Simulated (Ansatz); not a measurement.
WS2: do the settings matter for the field gradients?

Cell: a COD entry (the entry's cell lengths or inner coordinates differ somewhat from later room-temperature determinations), taken as it stands.

Space group P6_3/mmc (No. 194); a = 3.1800, c = 12.5000 Å, γ = 120.00°.

```
site  Wyckoff  site symmetry       x       y       z
   W       2c           -6m2  0.3333  0.6667  0.2500
   S       4f            3m.  0.3333  0.6667  0.6250
```

One atom of each set is listed.

Reference run. The numbers come from a DFT calculation in Ansatz (PBE, plane waves and PAW, scalar-relativistic, collinear spin, 420 eV cutoff, Γ-centred 11×11×3 k-points, Fermi–Dirac smearing 0.02 eV). Start moments as typed (μB): 2 on each W, none on the rest.

Problem. The input is changed as follows: `hamiltonian.pseudopotentials`: {kind: paw} → {kind: paw, source: ansatz}; `scf.mixing.algorithm`: not typed → anderson; `scf.mixing.beta`: not typed → 0.1. What happens to V_zz (10²¹ V/m²) and η?

Solution. 

```tsv
site	V_zz reference	η reference	V_zz changed	η changed
W	-17.91	0.00	-17.09	0.00
S	-4.71	0.00	-4.74	0.00
```

The largest change of V_zz is on W, from -17.91 to -17.09. In per cent, |V_zz| changes by -5 on W, +1 on S (all sites that start above 0.5). The cutoff that the program takes moves with it, from 420 to 760 eV. The changed run reads another set of PAW files, with 80 valence electrons a neutral cell instead of 52. SCF iterations: 10 and 20. New warnings: stability check not made.

On the reference run: Without spin–orbit coupling the gradients at and beside W can be off by some per cent, at some sites by more. The start moments die out, and the run ends without spin.
